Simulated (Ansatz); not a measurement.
Y5Si2B8 in space group P4/mbm (No. 127; Pearson symbol tP30), the program Ansatz at the r²SCAN level (PAW), all energies at zero smearing, with the estimated change up to a 700 eV cutoff added, with one set of potentials and settings (totals compare only within such a set). Cell of 30 atoms (10 Y, 4 Si, 16 B): -43680.983 eV.

```json
[
 {"element": "Y", "reference phase": "P6_3/mmc, 2 atoms in the cell", "E (eV/atom)": "-3859.7073"},
 {"element": "Si", "reference phase": "Fd-3m, 2 atoms in the cell", "E (eV/atom)": "-639.0667"},
 {"element": "B", "reference phase": "R-3m, 12 atoms in the cell", "E (eV/atom)": "-156.5544"}
]
```

Formation energy per atom, worked out: (-43680.983 − 10×(-3859.7073) − 4×(-639.0667) − 16×(-156.5544))/30 = -0.759 eV/atom (-73 kJ per mol of atoms), at 0 K, without zero-point energy or fitted corrections.

The workflow started from a Materials Project entry (that database holds measured and hypothetical structures alike); the Crystallography Open Database copy checked does not list it. Whether it is the stable phase at ambient conditions was not checked. The cell was relaxed with r²SCAN under the symmetry of its start; its stability against distortions is not shown here. The run is not spin-polarised. The references are the lowest solids computed at this level, not always the standard phases.

Potentials: the later of the program's two PAW sets.
